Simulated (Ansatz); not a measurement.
Ga:
```
Ga
1.0
    2.25394    -3.81787     0.00000
    2.25394     3.81787     0.00000
    0.00000     0.00000     4.50900
Ga
4
Direct
  0.65582   0.34418   0.41676
  0.34418   0.65582   0.58324
  0.84418   0.15582   0.91676
  0.15582   0.84418   0.08324
```

Relaxed with DFT-PBE+D3(BJ) in the program Ansatz with PAW potentials. Indices refer to the conventional cell of Cmce, a = 4.508 Å, b = 7.636 Å, c = 4.509 Å, α = 90.00°, β = 90.00°, γ = 90.00°.

**Question.** Simulate the powder diffraction pattern (neutron, λ = 1.5401 Å; lines above 1 %) up to 2θ = 90°.

**Answer.** Simulated powder pattern, neutron, λ = 1.5401 Å (kinematic, ideal powder, no thermal factors, coherent scattering alone; the 30 strongest lines at most, above 1 %, up to 2θ = 90°):

| 2θ (°) | d (Å) | I/Imax (%) | hkl |
|---|---|---|---|
| 23.27 | 3.818 | 17 | (020) |
| 30.35 | 2.942 | 68 | (111) |
| 30.65 | 2.914 | 30 | (021) |
| 39.94 | 2.255 | 11 | (002) |
| 39.95 | 2.254 | 44 | (200) |
| 45.55 | 1.989 | 100 | (131) |
| 46.53 | 1.950 | 69 | (112) |
| 46.75 | 1.941 | 9.5 | (220) |
| 47.58 | 1.909 | 16 | (040) |
| 51.18 | 1.783 | 24 | (221) |
| 51.96 | 1.758 | 6.8 | (041) |
| 57.78 | 1.594 | 12 | (202) |
| 58.32 | 1.581 | 2.9 | (132) |
| 63.14 | 1.471 | 2.9 | (222) |
| 63.82 | 1.457 | 5.2 | (042) |
| 63.83 | 1.457 | 21 | (240) |
| 66.67 | 1.401 | 18 | (311) |
| 66.82 | 1.399 | 33 | (023) |
| 67.49 | 1.386 | 9.1 | (241) |
| 74.47 | 1.273 | 14 | (060) |
| 76.51 | 1.244 | 46 | (331) |
| 77.23 | 1.234 | 33 | (312) |
| 78.01 | 1.224 | 8.0 | (242) |
| 78.48 | 1.217 | 45 | (152) |
| 80.78 | 1.188 | 51 | (223) |
| 81.40 | 1.181 | 15 | (043) |
| 86.18 | 1.127 | 3.5 | (004) |
| 86.20 | 1.127 | 14 | (400) |
| 88.03 | 1.108 | 5.8 | (062) |
| 88.03 | 1.108 | 23 | (260) |

Symmetry was held in the PBE+D3(BJ) relaxation. The pairwise dispersion correction was not fitted to metals. Axis ratios of metals converge slowly with the k-mesh, so a and c are less sure than the volume.

Potentials: the earlier of the program's two PAW sets.
